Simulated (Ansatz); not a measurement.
# Contact silicides: how much Si do they eat?

A comparison from first-principles data. A metal film that reacts with Si consumes substrate; on a shallow junction the depth consumed per thickness of contact matters as much as the driving force.

The reference row is NiSi2. 8 nm of metal is deposited and fully reacted. All products have no gap at this level.

Data:

Computed with Ansatz, a plane-wave PAW program, with an older set of its potentials. volume per atom: r²SCAN, relaxed cell; metal volume, Si volume: r²SCAN, the element in its room-temperature structure; ΔH_f: r²SCAN, 0 K, against the elements in the same set-up, no fitted corrections.

Definitions used: Si consumed = metal thickness × y × V(Si)/V(metal); product = metal thickness × (1 + y) × V/V(metal); ratio = consumed/product; volume change = product/(metal + consumed) − 1.

| crystal | Si atoms per metal atom | V (Å³/atom) | V of the metal (Å³/atom) | V of Si (Å³/atom) | ΔH_f (eV/atom) | Si consumed (nm) | product thickness (nm) | consumed per nm of product | volume change (%) |
|---|---|---|---|---|---|---|---|---|---|
| NiSi (Pnma) | 1.000 | 11.91 | 10.54 | 20.17 | −0.473 | 15.31 | 18.08 | 0.85 | −22 |
| YSi (Cmcm, oS8) | 1.000 | 21.73 | 33.50 | 20.17 | −0.921 | 4.82 | 10.38 | 0.46 | −19 |
| HfSi (Pnma, oP8) | 1.000 | 16.92 | 22.35 | 20.17 | −0.856 | 7.22 | 12.11 | 0.60 | −20 |
| TaSi2 (P6₂22) | 2.000 | 14.42 | 18.05 | 20.17 | −0.456 | 17.88 | 19.17 | 0.93 | −26 |
| NiSi2 (Fm-3m), reference | 2.000 | 13.03 | 10.54 | 20.17 | −0.346 | 30.62 | 29.67 | 1.03 | −23 |

Whether these are the forms stable at ambient conditions was not checked: HfSi (Pnma, oP8). No claim is made that these are known or stable phases: YSi (Cmcm, oS8). Run without spin polarisation: NiSi, NiSi2. Spin–orbit coupling is left out unless named. No other phase of the formula is at hand at the same level beside HfSi (Pnma, oP8), YSi (Cmcm, oS8). ΔH_f counts from the lowest computed solid of each element: Hf (P6_3/mmc), Ni (Fm-3m, ferromagnetic), Si (Fd-3m), Ta (Im-3m), Y (P6_3/mmc).

Worked example:

The steps for HfSi (Pnma, oP8):

Si consumed: 8 × 1.000 × 20.17/22.35 = 7.22 nm; product thickness: 8 × (1 + 1.000) × 16.92/22.35 = 12.11 nm; Si consumed per nm of product: 7.22/12.11 = 0.60; volume change: 100 × (12.11/(8 + 7.22) − 1) = −20 %.

Result:

Ranking by Si consumed per nm of product, lowest first: YSi (Cmcm, oS8) (0.46 ± 0.015), HfSi (Pnma, oP8) (0.60 ± 0.019), NiSi (0.85 ± 0.027), TaSi2 (0.93 ± 0.029), NiSi2 (1.03 ± 0.033). The ± follows from allowances picked for this note (volume per atom 1 %, metal volume 1 %, 3 % for the model), carried to first order and added in quadrature; ≈ joins neighbours closer than their two ± added in quadrature. On this figure 4 of 4 candidates do clearly better than the reference.

Pareto front for low Si consumed per nm of product and low ΔH_f: YSi (Cmcm, oS8) (0.46, −0.921). The reference is off the front.

Caveats:

Which phase forms first is kinetic; barrier heights, resistivities and agglomeration are not treated. Phases over 50 meV/atom above the lowest one at hand were not drawn (by r²SCAN where it compared them, else by the largest value; a layered or molecular lowest phase counts only with a dispersion term); other phases could lie lower still. Rows were sampled with a lean to familiar crystals, related or not, whatever their agreement with measurement; tables with many equal figures were not kept. Limits of the draw: ΔH_f under −0.03 eV/atom; for ΔH_f, runs without a dispersion term, no Mn, and elements whose lowest cell is their usual one. As a rule kept out of such tables: 4f compounds, open-shell compounds run without a Hubbard term, cells found unstable in the tests at hand, cells close to a higher symmetry, and runs set to a pressure or over 12 % in volume from the crystal's fullest run.
